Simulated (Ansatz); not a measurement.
Ni$_{3}$Ge:
```
CELL_PARAMETERS angstrom
      3.52496     0.00000     0.00000
      0.00000     3.52496     0.00000
      0.00000     0.00000     3.52496
ATOMIC_POSITIONS crystal
  Ni 0.50000 0.00000 0.50000
  Ni 0.00000 0.50000 0.50000
  Ni 0.50000 0.50000 0.00000
  Ge 0.00000 0.00000 0.00000
```

This is the PBEsol-relaxed structure.

All from DFT-PBEsol in the program Ansatz with PAW potentials, unless another level is named. Give the highest zone-centre frequency.

299 cm⁻¹.

Next, the Debye temperature from the elastic constants?

490 K.

Give the elastic constants (relaxed ions, GPa).

C11 = 321, C12 = 168, C44 = 121.

Space group Pm-3m (Cu3Au type). The workflow started from a Materials Project entry (that database holds measured and hypothetical structures alike); the Crystallography Open Database copy checked does not list it. Its standing as an ambient phase is unchecked. The PBEsol relaxation kept the symmetry of its start; of distortions, only those at the zone centre were tested. No spin polarisation was allowed. As this level gives no gap, shear constants depend on the k-mesh and smearing (Fermi–Dirac, 0.1 eV here). As this level gives no gap, phonon frequencies hold no LO–TO term and depend on the k-mesh and smearing (Fermi–Dirac, 0.1 eV here).

Potentials: the later of the program's two PAW sets.
